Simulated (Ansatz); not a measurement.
Input:

AlInSb$_{2}$:
Space group R3m, hexagonal axes (No. 160); a = 4.4799 Å, b = 4.4799 Å, c = 21.9383 Å, α = 90.00°, β = 90.00°, γ = 120.00°

```json
[
 {"atom": "Al", "site": "3a", "symmetry": "3m", "x": "0.0000", "y": "0.0000", "z": "0.0005"},
 {"atom": "In", "site": "3a", "symmetry": "3m", "x": "0.0000", "y": "0.0000", "z": "0.4993"},
 {"atom": "Sb", "site": "3a", "symmetry": "3m", "x": "0.0000", "y": "0.0000", "z": "0.8793"},
 {"atom": "Sb", "site": "3a", "symmetry": "3m", "x": "0.0000", "y": "0.0000", "z": "0.3709"}
]
```
(The calculation used a cell of 4 atoms; values per cell refer to that cell.)

This is the PBEsol-relaxed structure.

**Question.** All from the program Ansatz at the PBEsol level (PAW), unless another level is named. Give the Born charges (a third of the trace).

**Answer.** Al +1.87, In +2.16, Sb -2.10 to -1.93 e.

**Question.** What about the electronic dielectric constant ε∞ (DFPT)?

**Answer.** 14.9 (xx = yy), 14.7 (zz).

The first step of the workflow began from a Materials Project structure, measured or hypothetical; the Crystallography Open Database copy checked does not list it. With Al and In taken as one species the cell has the higher symmetry F-43m, so it may be an ordered model of a mixed-site phase. Its standing as an ambient phase is unchecked. Symmetry was held in the PBEsol relaxation; of distortions, only those at the zone centre were tested. Scalar-relativistic: spin–orbit coupling is off unless named, which matters more the heavier the elements.

Potentials: the later of the program's two PAW sets.
